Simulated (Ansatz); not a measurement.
Consider the following.

AlRu₂C:
```cif
data_C2Al2Ru4
_chemical_formula_sum 'Al2 Ru4 C2'
_space_group_name_H-M_alt 'P 1'
_space_group_IT_number 1
_cell_length_a 2.87843
_cell_length_b 2.87843
_cell_length_c 13.35352
_cell_angle_alpha 90.000
_cell_angle_beta 90.000
_cell_angle_gamma 120.000
loop_
_space_group_symop_operation_xyz
  'x, y, z'
loop_
_atom_site_label
_atom_site_type_symbol
_atom_site_fract_x
_atom_site_fract_y
_atom_site_fract_z
_atom_site_occupancy
Al1 Al 0.66667 0.33333 0.25000 1
Al2 Al 0.33333 0.66667 0.75000 1
Ru1 Ru 0.33333 0.66667 0.40410 1
Ru2 Ru 0.66667 0.33333 0.59590 1
Ru3 Ru 0.66667 0.33333 0.90410 1
Ru4 Ru 0.33333 0.66667 0.09590 1
C1 C 0.00000 0.00000 0.50000 1
C2 C 0.00000 0.00000 0.00000 1
```

This is the r²SCAN-relaxed structure.

All from plane-wave PAW r²SCAN (Ansatz code), unless another level is named. Predict the electronic character.

metallic (no gap).

And the density of states at the Fermi level?

0.69 states/eV per atom (mean over ±0.08 eV).

And the gap with spin–orbit coupling?

none (metallic).

Space group P6_3/mmc. The start of the workflow was typed in or built on a structure type; neither database checked (COD, Materials Project) lists it. Its standing as an ambient phase is unchecked. The r²SCAN relaxation kept the symmetry of its start; its stability against distortions is not shown here. No spin polarisation was allowed. Scalar-relativistic: spin–orbit coupling is off unless named, which matters more the heavier the elements.

Potentials: the later of the program's two PAW sets.
